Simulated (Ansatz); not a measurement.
## Fields on a plane of Mg (hcp, Mg type)

```
Mg
1.0
    3.18616     0.00000     0.00000
   -1.59308     2.75930     0.00000
    0.00000     0.00000     5.22349
Mg
2
Cartesian
  0.00000   1.83953   3.91762
  1.59308   0.91977   1.30587
```

The slice is a (1 -1 0 0) plane (indices of the conventional cell) through the point (0.333, 0.667, 0.750) (fractional), spanned by u = [110] and v = [001] in vectors of this cell: u (3.19 Å) and v (5.22 Å, at 90° to u). It covers one period; positions are fractions (u, v).

Atoms on it: Mg at (0.00, 0.00). Other atoms lie within 1 Å of the plane.

Calculation: PBE (plane waves to 420 eV, PAW, scalar-relativistic; Ansatz, an electronic-structure program). k mesh 17×17×9. Near the nuclei the fields are pseudised (PAW); where an atom keeps semicore shells as valence, they peak there. Mg was relaxed with its symmetry unable to fall. The PAW data are Ansatz's earlier set.

```
|xxxxxx440000226688886622000044xxxx|
|xxxx4422000033668888663300002244xx|
|4444220000114477777777441100002244|
|1111000000336677777777663300000011|
|0000001133556677777777665533110000|
|1122334466667777777777776666443322|
|6666667777777777666677777777776666|
|8888888877777766666666777777888888|
|8888888877776655444455667777888888|
|9999998877664433222233446677889999|
|9999998877552211000011225577889999|
|9999998866331100000000113366889999|
|9999998855220000000000002255889999|
|9999998855220000000000002255889999|
|9999998855220000000000002255889999|
|9999998866331100000000113366889999|
|9999998877552211000011225577889999|
|9999998877664433222233446677889999|
|8888888877776655444455667777888888|
|8888888877777766666666777777888888|
|6666667777777777666677777777776666|
|1122334466667777777777776666443322|
|0000001133556677777777665533110000|
|1111000000336677777777663300000011|
|4444220000114477777777441100002244|
|xxxx4422000033668888663300002244xx|
|xxxxxx440000226688886622000044xxxx|
|xxxxxx441100116688886611001144xxxx|
```
Scale: ten equal steps from 0.05 (start of '0') to 0.69 (end of '9'), in the order '0123456789'. Values: electron localisation function (ELF). The map has 17 points along u (two characters each, u = 0 at the left) and 28 along v (v = 0 in the bottom row). Points within 0.5 Å of a nucleus are blanked (x), as the pseudised field means little there.

```
|xxxxxxxxxxxx336677776633xxxxxxxxxx|
|xxxxxxxxxx0044668888664400xxxxxxxx|
|xxxxxxxxxx2255778888775522xxxxxxxx|
|xxxxxxxx11446688999988664411xxxxxx|
|xxxx0022446688999999998866442200xx|
|2233335566778899999999887766553333|
|6666667788888899999999888888776666|
|8888888888888888888888888888888888|
|9999999988887766666666778888999999|
|9999998877665544444444556677889999|
|9999998877553322111122335577889999|
|9999887766442200xxxx00224466778899|
|99998877553311xxxxxxxx113355778899|
|99998877552200xxxxxxxx002255778899|
|99998877553311xxxxxxxx113355778899|
|9999887766442200xxxx00224466778899|
|9999998877553322111122335577889999|
|9999998877665544444444556677889999|
|9999999988887766666666778888999999|
|8888888888888888888888888888888888|
|6666667788888899999999888888776666|
|2233335566778899999999887766553333|
|xxxx0022446688999999998866442200xx|
|xxxxxxxx11446688999988664411xxxxxx|
|xxxxxxxxxx2255778888775522xxxxxxxx|
|xxxxxxxxxx0044668888664400xxxxxxxx|
|xxxxxxxxxxxx336677776633xxxxxxxxxx|
|xxxxxxxxxxxx226677776622xxxxxxxxxx|
```
Scale: ten equal steps from -0.56 (start of '0') to 6.79 (end of '9'), in the order '0123456789'. Values: electrostatic potential energy of an electron, from the cell's mean, in eV. The map has 17 points along u (two characters each, u = 0 at the left) and 28 along v (v = 0 in the bottom row). Points within 1 Å of a nucleus are blanked (x), as the pseudised field means little there. The zero, the cell's mean, hangs on the PAW cores.

- Density on the Mg–Mg line (3.19 Å) at its midpoint = 0.10 e/Å³
- ELF at that point = 0.6
- ELF maximum in the middle third of the Mg–Mg line = 0.57, 1.6 Å from Mg
